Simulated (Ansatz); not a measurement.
A plane-wave DFT run in Ansatz 0.2.0 (scalar-relativistic PAW potentials unless the input names others): input and command.

```yaml
crystal:
  lattice:
    - [0.0, 2.1292453313, 2.1292453313]
    - [2.1292453313, 0.0, 2.1292453313]
    - [2.1292453313, 2.1292453313, 0.0]
  atoms:
    - { symbol: Si, position: [0.0, 0.0, 0.0] }
    - { symbol: "N", position: [0.5, 0.5, 0.5] }
basis:
  ecutwfc: 420
kpoints:
  mp_grid: { grid: [16, 16, 16] }
hamiltonian:
  xc: pbe
scf:
  occupations: { method: fermi_dirac, width: 0.15 }
  convergence: { dr2_threshold: 1.0e-11 }
output:
  forces: true
  eigenvalues: true
  stress: true
```

```bash
ansatz run input.yaml --threads 2 --pin off --max-ram 7168MiB --backend cpu --events-out ev --progress --plain --runs-dir out
```

Abridged log:
```
Basis set: ecut = 420 eV, 339 PW (Γ), exchange–correlation on 48×48×48 points (8 copies of the dense FFT grid, shifted against one another)
Bands: 9, of which v1, the nominal top of the filled ones, is band 5 counted from 1 (4 counted from 0)
Symmetry: 48 space group operations
k-points: 145 of 4096
SCF iter   1: F=—  HF=-1018.912534 eV  |F-HF|=—  |Δ(HF+E_count)|=         —  Δρ=5.40e-3  dr2=6.04e-3  ethr=1.77e-3  ⟨swp⟩=5.1  Hψ=9123  notcnv=0
SCF iter   2: F=—  HF=-1018.911319 eV  |F-HF|=—  |Δ(HF+E_count)|=   1.21e-3  Δρ=2.48e-3  dr2=1.21e-3  ethr=6.71e-5  ⟨swp⟩=1.0  Hψ=2465  notcnv=0
SCF iter   3: F=—  HF=-1018.911127 eV  |F-HF|=—  |Δ(HF+E_count)|=   1.92e-4  Δρ=1.34e-4  dr2=1.58e-6  ethr=1.34e-5  ⟨swp⟩=1.9  Hψ=1759  notcnv=0
SCF iter   4: F=—  HF=-1018.911129 eV  |F-HF|=—  |Δ(HF+E_count)|=   1.62e-6  Δρ=1.12e-5  dr2=9.77e-9  ethr=1.75e-8  ⟨swp⟩=2.4  Hψ=1951  notcnv=0
SCF iter   5: F=—  HF=-1018.911129 eV  |F-HF|=—  |Δ(HF+E_count)|=   2.05e-8  Δρ=8.72e-7  dr2=4.38e-11  ethr=1.09e-10  ⟨swp⟩=2.2  Hψ=1935  notcnv=0
SCF iter   6: F=-1018.911129 eV  HF=-1018.911129 eV  |F-HF|=4.55e-13  |Δ(HF+E_count)|=  1.09e-10  Δρ=1.10e-7  dr2=1.38e-12  ethr=1.00e-12  ⟨swp⟩=5.1  Hψ=4751  notcnv=0
SCF 1 converged in 6 iterations: F = -1018.911129 eV  dr2 = 1.38e-12
SCF converged after 6 iterations
Free energy (F): -1018.911129 eV
Harris-Foulkes:  -1018.911129 eV  (|F-HF|=4.55e-13)
Internal energy: -1018.864656 eV  (E = F + TS)
E sigma→0 (E₀):  -1018.887893 eV
Entropy (-TS):   -0.046473 eV (-23.236 meV/atom)
Fermi energy:    13.419317 eV
--- Forces (eV/Å), atoms counted from 1 ---
  atom   1  Si     0.00000000     0.00000000     0.00000000
  atom   2  N      0.00000000     0.00000000     0.00000000
--- Stress (GPa, compression-positive) ---
        0.003586       0.000000       0.000000
        0.000000       0.003586       0.000000
        0.000000       0.000000       0.003586
  P = ⅓ Tr σ = 0.0036 GPa (0.036 kbar)
```

Apart from outputs, empty bands and the relaxation, which only the reference makes, the input differs from a reference run on usual settings in scf.convergence.dr2_threshold: not typed → 1e-11. The reference, at the same geometry, ended its own course with pressure 0.00 GPa, largest force 0.000 eV/Å, no gap on the mesh. This run converged in 6 SCF iterations with an energy at zero smearing within 0.01 meV/atom of the reference's, pressure 0.00 GPa, largest force 0.000 eV/Å, no gap on the mesh.

The run took 0.96 s on 2 threads of Arm Neoverse V2 (shared host), peak memory 0.29 GiB.